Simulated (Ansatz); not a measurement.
Total density of states per atom from the program Ansatz at the r²SCAN level (PAW), in 0.25 eV bins, energy from the Fermi level:

```json
[
 {"E (eV)": "-5.55", "states/eV/atom": "0.00"},
 {"E (eV)": "-5.30", "states/eV/atom": "0.05"},
 {"E (eV)": "-5.05", "states/eV/atom": "3.78"},
 {"E (eV)": "-4.80", "states/eV/atom": "6.27"},
 {"E (eV)": "-4.55", "states/eV/atom": "0.19"},
 {"E (eV)": "-4.30", "states/eV/atom": "0.14"},
 {"E (eV)": "-4.05", "states/eV/atom": "0.16"},
 {"E (eV)": "-3.80", "states/eV/atom": "0.18"},
 {"E (eV)": "-3.55", "states/eV/atom": "0.21"},
 {"E (eV)": "-3.30", "states/eV/atom": "0.28"},
 {"E (eV)": "-3.05", "states/eV/atom": "0.28"},
 {"E (eV)": "-2.80", "states/eV/atom": "0.23"},
 {"E (eV)": "-2.55", "states/eV/atom": "0.22"},
 {"E (eV)": "-2.30", "states/eV/atom": "0.01"},
 {"E (eV)": "-2.05", "states/eV/atom": "0.04"},
 {"E (eV)": "-1.80", "states/eV/atom": "0.10"},
 {"E (eV)": "-1.55", "states/eV/atom": "0.15"},
 {"E (eV)": "-1.30", "states/eV/atom": "0.24"},
 {"E (eV)": "-1.05", "states/eV/atom": "0.41"},
 {"E (eV)": "-0.80", "states/eV/atom": "0.25"},
 {"E (eV)": "-0.55", "states/eV/atom": "0.27"},
 {"E (eV)": "-0.30", "states/eV/atom": "0.29"},
 {"E (eV)": "-0.05", "states/eV/atom": "0.33"},
 {"E (eV)": "0.20", "states/eV/atom": "0.41"},
 {"E (eV)": "0.45", "states/eV/atom": "0.40"},
 {"E (eV)": "0.70", "states/eV/atom": "0.38"},
 {"E (eV)": "0.95", "states/eV/atom": "0.36"},
 {"E (eV)": "1.20", "states/eV/atom": "0.33"},
 {"E (eV)": "1.45", "states/eV/atom": "0.31"},
 {"E (eV)": "1.70", "states/eV/atom": "0.28"},
 {"E (eV)": "1.95", "states/eV/atom": "0.26"},
 {"E (eV)": "2.20", "states/eV/atom": "0.23"},
 {"E (eV)": "2.45", "states/eV/atom": "0.20"},
 {"E (eV)": "2.70", "states/eV/atom": "0.17"},
 {"E (eV)": "2.95", "states/eV/atom": "0.14"},
 {"E (eV)": "3.20", "states/eV/atom": "0.11"},
 {"E (eV)": "3.45", "states/eV/atom": "0.09"},
 {"E (eV)": "3.70", "states/eV/atom": "0.08"},
 {"E (eV)": "3.95", "states/eV/atom": "0.15"},
 {"E (eV)": "4.20", "states/eV/atom": "0.24"},
 {"E (eV)": "4.45", "states/eV/atom": "0.39"},
 {"E (eV)": "4.70", "states/eV/atom": "0.43"}
]
```

Q: Which of these materials gives this?
A) TePb, rock salt
B) AgPt3, Cu3Au type
C) Li3Ag, Fm-3m (Li on 8c, Li on 4b, Ag on 4a)
D) MnGe, rock salt

A: C, Li3Ag, Fm-3m (Li on 8c, Li on 4b, Ag on 4a). Within 0.5 eV of the Fermi level: Li 2s 50 %, Ag 5s 10 %, outside the projected shells 37 %. Projections are on Löwdin-orthogonalised atomic valence shells; empty p or d shells of many metals are not among them.

The workflow started from a Materials Project entry (that database holds measured and hypothetical structures alike); the Crystallography Open Database copy checked does not list it. With Li and Ag taken as one species the cell has the higher symmetry Im-3m, so it may be an ordered model of a mixed-site phase. Whether it is the stable phase at ambient conditions was not checked. The r²SCAN relaxation kept the symmetry of its start; its stability against distortions is not shown here. The run is not spin-polarised. Spin–orbit coupling is left out wherever it is not named.

Potentials: the later of the program's two PAW sets.
